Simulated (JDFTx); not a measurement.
Input for JDFTx (a modified build) (octafluoropropane, C3F8 (SMILES FC(F)(F)C(F)(F)C(F)(F)F), charge 0, multiplicity 1; bohr and hartree).

```
lattice \
  23.1491450267 0.0000000000 0.0000000000 \
  0.0000000000 18.8972612463 0.0000000000 \
  0.0000000000 0.0000000000 18.4248297151
coords-type Cartesian
ion F -2.5700604551 -2.2646451216 -2.0459102103 0
ion C -2.4579449721 -0.8136574307 -0.0013525369 0
ion F -2.5470051725 -2.2983158961 2.0202655022 0
ion F -4.4786626614 0.6649196131 0.0221659181 0
ion C 0.0000939092 0.8090957957 -0.0017512106 0
ion F 0.0008433566 2.3066390204 2.0483540689 0
ion F -0.0007234128 2.3086617164 -2.0500666542 0
ion C 2.4581349494 -0.8136525015 -0.0015622950 0
ion F 2.5424567733 -2.3086617164 -2.0157468002 0
ion F 4.4786626614 0.6649016722 -0.0380513447 0
ion F 2.5752625408 -2.2541148526 2.0500666542 0
ion-species pseudo/f_pbe_v1.4.upf
ion-species pseudo/c_pbe_v1.2.upf
elec-cutoff 20 100
elec-ex-corr gga-PBE
symmetries none
coulomb-interaction Isolated
coulomb-truncation-embed 0 0 0
elec-n-bands 37
converge-empty-states yes
electronic-scf nIterations 100 energyDiffThreshold 1e-8
dump-name s0.$VAR
dump End State Ecomponents EigStats BandEigs Forces ElecDensity IonicPositions
```

The main set-up lines of the log and the final energy components:

```
unit cell volume = 8060.04
Chosen fftbox size, S = [  108  90  84  ]
unit cell volume = 8060.04
Chosen fftbox size, S = [  96  80  80  ]
  'F' pseudopotential, 'SLA  PW   PBX  PBC' functional
  7 valence electrons, 2 orbitals, 4 projectors, 799 radial grid points, with lMax = 1
  'C' pseudopotential, 'SLA  PW   PBE  PBE' functional
  4 valence electrons, 2 orbitals, 4 projectors, 721 radial grid points, with lMax = 1
Initialized 2 species with 11 total atoms.
Folded 1 k-points by 1x1x1 to 1 k-points.
nElectrons:  68.000000   nBands: 37   nStates: 1
average nbasis = 34465.000 , ideal nbasis = 34433.114
unit cell volume = 64480.3
Chosen fftbox size, S = [  216  180  168  ]
[...]
# Energy components:
   Eewald =      446.7370442325804447
       EH =      626.3109117740719967
     Eloc =    -1353.3978032494799209
      Enl =       30.1650517570631820
      Exc =      -42.7190539704333645
 Exc_core =        0.1010255247855514
       KE =       81.2027005438390859
-------------------------------------
     Etot =     -211.6001233875731202


	eMin: -1.270747 at state 0 ( [ +0.000000 +0.000000 +0.000000 ] spin 0 )
	HOMO: -0.335501 at state 0 ( [ +0.000000 +0.000000 +0.000000 ] spin 0 )
```

The run took 22 electronic cycles; the highest occupied level lies at -9.13 eV from the vacuum level.
